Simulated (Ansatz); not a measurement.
K₂GaAgF₆:
```cif
data_AgF6GaK2
_chemical_formula_sum 'K2 Ga1 Ag1 F6'
_space_group_name_H-M_alt 'P 1'
_space_group_IT_number 1
_cell_length_a 6.01587
_cell_length_b 6.01587
_cell_length_c 6.01587
_cell_angle_alpha 60.000
_cell_angle_beta 60.000
_cell_angle_gamma 60.000
loop_
_space_group_symop_operation_xyz
  'x, y, z'
loop_
_atom_site_label
_atom_site_type_symbol
_atom_site_fract_x
_atom_site_fract_y
_atom_site_fract_z
_atom_site_occupancy
K1 K 0.25000 0.25000 0.25000 1
K2 K 0.75000 0.75000 0.75000 1
Ga1 Ga 0.00000 0.00000 0.00000 1
Ag1 Ag 0.50000 0.50000 0.50000 1
F1 F 0.22204 0.22204 0.77796 1
F2 F 0.77796 0.77796 0.22204 1
F3 F 0.77796 0.22204 0.22204 1
F4 F 0.22204 0.77796 0.77796 1
F5 F 0.22204 0.77796 0.22204 1
F6 F 0.77796 0.22204 0.77796 1
```

Relaxed with r²SCAN.

Q: Tabulate the valence density and the electron localisation function along the shortest Ag–F contact (2.36 Å), DFT-r²SCAN in the program Ansatz with PAW potentials.

A: 

| distance from Ag (Å) | density (e/Å³) | ELF |
|---|---|---|
| 0.24 | 17.27 | 0.78 |
| 0.35 | 13.57 | 0.70 |
| 0.47 | 9.66 | 0.64 |
| 0.59 | 6.17 | 0.58 |
| 0.71 | 3.47 | 0.52 |
| 0.83 | 1.72 | 0.42 |
| 0.95 | 0.82 | 0.29 |
| 1.06 | 0.45 | 0.14 |
| 1.18 | 0.30 | 0.07 |
| 1.30 | 0.28 | 0.07 |
| 1.42 | 0.36 | 0.20 |
| 1.54 | 0.59 | 0.50 |
| 1.66 | 1.08 | 0.73 |
| 1.77 | 2.09 | 0.79 |
| 1.89 | 4.06 | 0.79 |
| 2.01 | 6.99 | 0.73 |
| 2.13 | 10.29 | 0.62 |

The density is the valence pseudo-density with augmentation charge, so density and ELF within about 1 Å of a nucleus are not all-electron values.

Space group Fm-3m. The workflow started from a Materials Project entry (that database holds measured and hypothetical structures alike); the Crystallography Open Database copy checked does not list it. Whether it is the stable phase at ambient conditions was not checked. The r²SCAN relaxation kept the symmetry of its start; its stability against distortions is not shown here. No spin polarisation was allowed.

Potentials: the later of the program's two PAW sets.
